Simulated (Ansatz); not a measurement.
GaP:
```xyz
2
Lattice="0.0000 2.7530 2.7530 2.7530 0.0000 2.7530 2.7530 2.7530 0.0000" Properties=species:S:1:pos:R:3 pbc="T T T"
P      4.1295     4.1295     4.1295
Ga     0.0000     0.0000     0.0000
```

x, y and z are the axes in which the lattice vectors are written.

Q: Give the high-frequency dielectric tensor and the Born effective charge tensors of the independent atoms from DFPT, PBE in the plane-wave PAW code Ansatz.

A: 
ε∞:
```
10.6  0.00  0.00
0.00  10.6  0.00
0.00  0.00  10.6
```
Z* of atom 1 (P), rows: field, columns: displacement, in e:
```
-2.20   0.00   0.00
 0.00  -2.20   0.00
 0.00   0.00  -2.20
```
Z* of atom 2 (Ga), rows: field, columns: displacement, in e:
```
2.20  0.00  0.00
0.00  2.20  0.00
0.00  0.00  2.20
```

Static charges for comparison (Bader): P1 -0.84, Ga2 +0.84 e. Born charges measure polarisation by displacement and can exceed these by far.

Space group F-43m (zinc blende). The cell was relaxed with PBE under the symmetry of its start; phonons on a q-mesh show no instability. Scalar-relativistic: spin–orbit coupling is off unless named, which matters more the heavier the elements.

Potentials: the later of the program's two PAW sets.
